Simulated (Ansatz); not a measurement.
Relaxed-ion elastic tensor of AlAu (CsCl type, Pm-3m) in GPa (Voigt order), DFT-r²SCAN in the program Ansatz with PAW potentials; density 11.55 g/cm³, 16.10 Å³ per atom.

```
 121   141   141   0.0   0.0   0.0
 141   121   141   0.0   0.0   0.0
 141   141   121   0.0   0.0   0.0
 0.0   0.0   0.0  -2.4   0.0   0.0
 0.0   0.0   0.0   0.0  -2.4   0.0
 0.0   0.0   0.0   0.0   0.0  -2.4
```

Q: Is the crystal mechanically stable?

A: No: the smallest eigenvalue of C is -19.6 GPa.

The first step of the workflow began from a Materials Project structure, measured or hypothetical; the Crystallography Open Database copy checked does not list it. With Al and Au taken as one species the cell has the higher symmetry Im-3m, so it may be an ordered model of a mixed-site phase. Whether it is the stable phase at ambient conditions was not checked. The cell was relaxed with r²SCAN under the symmetry of its start. At this level the phase is mechanically unstable. As this level gives no gap, shear constants depend on the k-mesh and smearing (Fermi–Dirac, 0.1 eV here). Spin–orbit coupling is left out wherever it is not named.

Potentials: the later of the program's two PAW sets.
